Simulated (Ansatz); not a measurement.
Does relaxation matter for the field gradients of SiO₂?

Start: an entry of the Crystallography Open Database (COD) (the cell was measured well above room temperature), atoms as given.

Space group P4_12_12 (No. 92); a = 4.9890, c = 6.9910 Å.

```
site  Wyckoff  site symmetry       x       y       z
  Si       4a            ..2  0.2977  0.2977  0.0000
   O       8b              1  0.2410  0.0999  0.1760
```

One atom of each set is listed.

The numbers come from a DFT calculation in Ansatz (PBE, plane waves and PAW (field gradients read without the response of the frozen cores, which leaves them typically 4 to 6 % off), scalar-relativistic, 420 eV cutoff, Γ-centred 4×4×3 k-points, Fermi–Dirac smearing 0.02 eV).

The largest force at the start is 0.45 eV/Å. Relaxing the ions at fixed cell moves them by 0.077 Å at most (atom 9, O) and 0.067 Å rms. End positions:

Si (0.3028, 0.3028, 0.0000)
O (0.2377, 0.1119, 0.1826)

```tsv
site	moved (Å)	first shell before	first shell after	V_zz before (10²¹ V/m²)	η before
Si	0.036	4 O at 1.60–1.61 Å	4 O at 1.63 Å	-0.28	0.45
O	0.077	2 Si at 1.60–1.61 Å, angle 148°	2 Si at 1.63 Å, angle 144°	9.51	0.12
```

Task: What are V_zz and η after the relaxation?

Result: 

| site | V_zz after | η after | change of V_zz |
| --- | --- | --- | --- |
| Si | -0.35 | 0.71 | -0.07 |
| O | 9.85 | 0.18 | +0.34 |

The largest change of V_zz is on O, from 9.51 to 9.85. In per cent, |V_zz| changes by +4 on O (all sites that start above 0.5). Where |V_zz| stays above 0.1, η moves most on Si, from 0.45 to 0.71.
